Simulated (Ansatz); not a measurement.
Ru:
```
Ru
1.0
    2.70476     0.00000     0.00000
   -1.35238     2.34239     0.00000
    0.00000     0.00000     4.26609
Ru
2
Direct
  0.66667   0.33333   0.75000
  0.33333   0.66667   0.25000
```

Relaxed with r²SCAN.

Q: Map the electron localisation function on the plane through (0.667, 0.333, 0.750) spanned by u = [1, 1, 0] and v = [1, -1, 0] in lattice vectors, from DFT-r²SCAN in the program Ansatz with PAW potentials.

A: x is the fraction of u, y of v (the angle between them is 90°; rows are the nearest grid lines); atoms in the plane: Ru at (0.00, 0.00), Ru at (0.50, 0.50).
```
|56998411211489965|
|78997411211479987|
|99986201210268999|
|88763102320136788|
|44321123332112344|
|00001222222210000|
|00112110001121100|
|11110122322101111|
|21001367776310012|
|10014799999741001|
|10026899899862001|
|11147997679974111|
|21148997679984112|
|21137999899973112|
|21014799999741012|
|32102456765420123|
|32211112221111223|
|11122100000122111|
|11111111111111111|
|55320011211002355|
|98752001110025789|
|99985200100258999|
|78997310101379987|
|56998411211489965|
```
Scale: ten equal steps from 0.214 (start of '0') to 0.617 (end of '9'), in the order '0123456789'; x runs from 0.000 to 1.00, y from 0.000 (bottom) to 1.00 (top).

The density is the valence pseudo-density with augmentation charge, so density and ELF within about 1 Å of a nucleus are not all-electron values.

Space group P6_3/mmc (hcp (Mg type)). The r²SCAN relaxation kept the symmetry of its start. The run is not spin-polarised.

Potentials: the earlier of the program's two PAW sets.
